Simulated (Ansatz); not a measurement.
Input:

PW:
```yaml
crystal:
  lattice:
    - [2.98590, 0.00000, 0.00000]
    - [0.00000, 2.98590, 0.00000]
    - [0.00000, 0.00000, 2.98590]
  atoms:
    - { symbol: W, position: [0.00000, 0.00000, 0.00000] }
    - { symbol: P, position: [0.50000, 0.50000, 0.50000] }
```

This is the PBEsol-relaxed structure.

Q: All from DFT-PBEsol in the program Ansatz with PAW potentials, unless another level is named. Give the electronic character.

A: metallic (no gap).

Q: Give the formation energy from the elements (no fitted shifts).

A: -0.23 eV/atom.

Q: What about the density of states at the Fermi level?

A: 0.58 states/eV per atom (mean over ±0.08 eV).

Q: Predict the gap with spin–orbit coupling.

A: none (metallic).

Space group Pm-3m (CsCl type). A made-up cell: these elements were put on the sites of a structure type; neither database checked (COD, Materials Project) lists it. COD files the formula under space group No. 62. Its standing as an ambient phase is unchecked. Symmetry was held in the PBEsol relaxation; whether a distortion lowers the energy is not shown. No spin polarisation was allowed. The references are the lowest solids computed at this level, not always the standard phases. Scalar-relativistic: spin–orbit coupling is off unless named, which matters more the heavier the elements.

Potentials: the earlier of the program's two PAW sets. The files were generated under PBE; for other functionals the program regenerates the frozen cores, and for LDA and PBEsol the local potential too.
